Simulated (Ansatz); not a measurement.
Hf$_{2}$C (P4/nmm), relaxed and computed with several functionals in Ansatz (plane waves, PAW).

```tsv
functional	a (Å)	c (Å)	V (Å³/atom)	ΔH_f (eV/atom)
PBE	3.635	6.861	15.11	0.19
r²SCAN	3.606	6.854	14.86	0.11
PBEsol	3.584	6.795	14.54	0.10
```

Constructed cells (a structure type filled with these elements, in neither database checked): Hf2C, P4/nmm (Hf on 2a, Hf on 2c, C on 2c). All cells were relaxed under the symmetry of their starts (and spin orders); stability against distortions was not tested throughout. Rows with no word on spin ran without spin polarisation. Spin–orbit coupling is left out wherever it is not named.

Potentials: the later of the program's two PAW sets.

Ansatz (a program for electronic structure) is a plane-wave DFT program.

Formation energies count from the lowest solids of the elements computed at the same level, not from gases.
